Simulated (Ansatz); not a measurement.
Relaxed-ion elastic tensor of MgTe (CsCl type, space group No. 221) in GPa (Voigt order), the program Ansatz at the PBE level (PAW); density 4.93 g/cm³, 25.59 Å³ per atom.

```
60.4  37.3  37.3   0.0   0.0   0.0
37.3  60.4  37.3   0.0   0.0   0.0
37.3  37.3  60.4   0.0   0.0   0.0
 0.0   0.0   0.0  -2.9   0.0   0.0
 0.0   0.0   0.0   0.0  -2.9   0.0
 0.0   0.0   0.0   0.0   0.0  -2.9
```

Q: Is the crystal mechanically stable?

A: No: the smallest eigenvalue of C is -2.9 GPa.

Space group Pm-3m (CsCl type). The cell is a constructed one: a structure type filled with these elements; neither database checked (COD, Materials Project) lists it. COD files the formula under space group No. 186, so this cell is another polymorph or a model. Its standing as an ambient phase is unchecked. The cell was relaxed with PBE under the symmetry of its start. At this level the phase is dynamically unstable (imaginary phonons). As this level gives no gap, shear constants depend on the k-mesh and smearing (Fermi–Dirac, 0.1 eV here). Spin–orbit coupling is left out wherever it is not named.

Potentials: the later of the program's two PAW sets.
